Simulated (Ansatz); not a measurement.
CdSe:
```cif
data_Cd2Se2
_chemical_formula_sum 'Cd2 Se2'
_space_group_name_H-M_alt 'P63mc'
_space_group_IT_number 186
_space_group_name_Hall 'P 6c -2c'
_cell_length_a 4.34018
_cell_length_b 4.34018
_cell_length_c 7.07772
_cell_angle_alpha 90.000
_cell_angle_beta 90.000
_cell_angle_gamma 120.000
loop_
_atom_site_label
_atom_site_type_symbol
_atom_site_symmetry_multiplicity
_atom_site_Wyckoff_symbol
_atom_site_fract_x
_atom_site_fract_y
_atom_site_fract_z
_atom_site_occupancy
Cd1 Cd 2 b 0.66667 0.33333 0.00056 1
Se1 Se 2 b 0.33333 0.66667 0.12464 1
```

Relaxed with r²SCAN.

**Question.** Tabulate the valence density and the electron localisation function along the shortest Cd–Se contact (2.66 Å), r²SCAN in the plane-wave PAW code Ansatz.

**Answer.** 

| distance from Cd (Å) | density (e/Å³) | ELF |
|---|---|---|
| 0.27 | 19.75 | 0.81 |
| 0.40 | 13.69 | 0.68 |
| 0.53 | 8.17 | 0.56 |
| 0.66 | 4.18 | 0.47 |
| 0.80 | 1.89 | 0.35 |
| 0.93 | 0.86 | 0.23 |
| 1.06 | 0.48 | 0.15 |
| 1.19 | 0.37 | 0.18 |
| 1.33 | 0.37 | 0.39 |
| 1.46 | 0.44 | 0.65 |
| 1.59 | 0.57 | 0.78 |
| 1.73 | 0.74 | 0.82 |
| 1.86 | 1.09 | 0.82 |
| 1.99 | 2.10 | 0.76 |
| 2.12 | 4.85 | 0.63 |
| 2.26 | 11.52 | 0.41 |
| 2.39 | 23.88 | 0.22 |

The density is the valence pseudo-density with augmentation charge, so density and ELF within about 1 Å of a nucleus are not all-electron values.

Space group P6_3mc (wurtzite). The r²SCAN relaxation kept the symmetry of its start.

Potentials: the later of the program's two PAW sets.
